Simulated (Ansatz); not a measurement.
Input:

Ga:
Space group Cmcm (No. 63); a = 7.538 Å, b = 4.512 Å, c = 4.504 Å, α = β = γ = 90.00°

```json
[
 {"atom": "Ga", "site": "8g", "symmetry": "..m", "x": "0.1626", "y": "0.1713", "z": "0.2500"}
]
```
(The calculation used a cell of 4 atoms; values per cell refer to that cell.)

This is the LDA-relaxed structure.

### Question
All from DFT-LDA in the program Ansatz with PAW potentials, unless another level is named. Predict the highest zone-centre frequency.

### Answer
249 cm⁻¹.

### Question
What about the bulk modulus (Birch–Murnaghan fit)?

### Answer
56.7 GPa.

The first step of the workflow began from a Materials Project structure, measured or hypothetical; the Crystallography Open Database files this formula in space group No. 63, but the cells were not matched. It is not the phase usual at ambient conditions (space group No. 64). The LDA relaxation kept the symmetry of its start; of distortions, only those at the zone centre were tested. As this level gives no gap, phonon frequencies hold no LO–TO term and depend on the k-mesh and smearing (Fermi–Dirac, 0.1 eV here). Axis ratios of metals converge slowly with the k-mesh, so a and c are less sure than the volume.

Potentials: the earlier of the program's two PAW sets.
